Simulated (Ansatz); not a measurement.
## Computed properties of ZnInGaO4

ZnInGaO₄:
```cif
data_Ga3In3O12Zn3
_chemical_formula_sum 'Zn3 In3 Ga3 O12'
_space_group_name_H-M_alt 'R3m :H'
_space_group_IT_number 160
_space_group_name_Hall 'R 3 -2"'
_cell_length_a 3.31098
_cell_length_b 3.31098
_cell_length_c 25.76294
_cell_angle_alpha 90.000
_cell_angle_beta 90.000
_cell_angle_gamma 120.000
loop_
_atom_site_label
_atom_site_type_symbol
_atom_site_symmetry_multiplicity
_atom_site_Wyckoff_symbol
_atom_site_fract_x
_atom_site_fract_y
_atom_site_fract_z
_atom_site_occupancy
Zn1 Zn 3 a 0.00000 0.00000 0.78127 1
In1 In 3 a 0.00000 0.00000 0.99693 1
Ga1 Ga 3 a 0.00000 0.00000 0.21290 1
O1 O 3 a 0.00000 0.00000 0.70480 1
O2 O 3 a 0.00000 0.00000 0.28862 1
O3 O 3 a 0.00000 0.00000 0.87896 1
O4 O 3 a 0.00000 0.00000 0.13652 1
```
(The calculation used a cell of 7 atoms; values per cell refer to that cell.)

Space group R3m (No. 160); conventional cell a = b = 3.3110 Å, c = 25.7629 Å, α = β = 90.00°, γ = 120.00°.

Method: DFT-r²SCAN in the program Ansatz with PAW potentials. Structure relaxed to zero pressure with the same functional. Other levels are named where they apply.

**Cell and energy**

```json
{
  "volume_per_atom": "11.65 Å³",
  "density": "6.39 g/cm³",
  "Formation energy from the elements (no fitted shifts)": "-1.85 eV/atom"
}
```

**Electronic structure**

```json
{
  "band_gap": "1.77 eV (direct)",
  "valence_band_maximum": "at Γ",
  "conduction_band_minimum": "at Γ",
  "electron_effective_mass": "0.22 mₑ (isotropic)",
  "Electron effective mass with spin–orbit coupling": "0.22 mₑ (isotropic)",
  "HSE06 gap on the r²SCAN cell": "3.01 eV",
  "Gap with spin–orbit coupling": "1.75 eV"
}
```

**Mechanics**

```json
{
  "Bulk modulus (Birch–Murnaghan fit)": "180 GPa",
  "Pressure derivative B′": "4.5"
}
```

The cell was relaxed with r²SCAN under the symmetry of its start. The references are the lowest solids computed at this level, not always the standard phases (solids in place of the gases). Spin–orbit coupling is left out wherever it is not named.

Potentials: the earlier of the program's two PAW sets. The files were generated under PBE; for other functionals the program regenerates the frozen cores, and for LDA and PBEsol the local potential too.
